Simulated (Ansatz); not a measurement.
Input:

Ca2Sb:
```yaml
crystal:
  lattice:
    - [-2.38343, 2.38343, 8.34645]
    - [2.38343, -2.38343, 8.34645]
    - [2.38343, 2.38343, -8.34645]
  atoms:
    - { symbol: Ca, position: [0.17510, 0.17510, 0.00000] }
    - { symbol: Ca, position: [0.82490, 0.82490, 0.00000] }
    - { symbol: Ca, position: [0.00000, 0.50000, 0.50000] }
    - { symbol: Ca, position: [0.50000, 0.00000, 0.50000] }
    - { symbol: Sb, position: [0.36446, 0.36446, 0.00000] }
    - { symbol: Sb, position: [0.63554, 0.63554, 0.00000] }
```

This is the r²SCAN-relaxed structure.

All from r²SCAN (plane waves, PAW; program Ansatz), unless another level is named. Estimate the band gap.

0.10 eV (indirect).

What about the formation energy from the elements (no fitted shifts)?

-103 kJ/mol of atoms.

And the smallest direct gap on the standard path?

0.22 eV.

What about the conduction-band minimum?

at P (2 equivalent valleys).

Space group I4/mmm. The first step of the workflow began from a Materials Project structure, measured or hypothetical; the Crystallography Open Database copy checked does not list it. COD files the formula under space group No. 107, so this cell is another polymorph or a model. Whether it is the stable phase at ambient conditions was not checked. The r²SCAN relaxation kept the symmetry of its start; its stability against distortions is not shown here. The references are the lowest solids computed at this level, not always the standard phases. Scalar-relativistic: spin–orbit coupling is off unless named, which matters more the heavier the elements.

Potentials: the later of the program's two PAW sets.
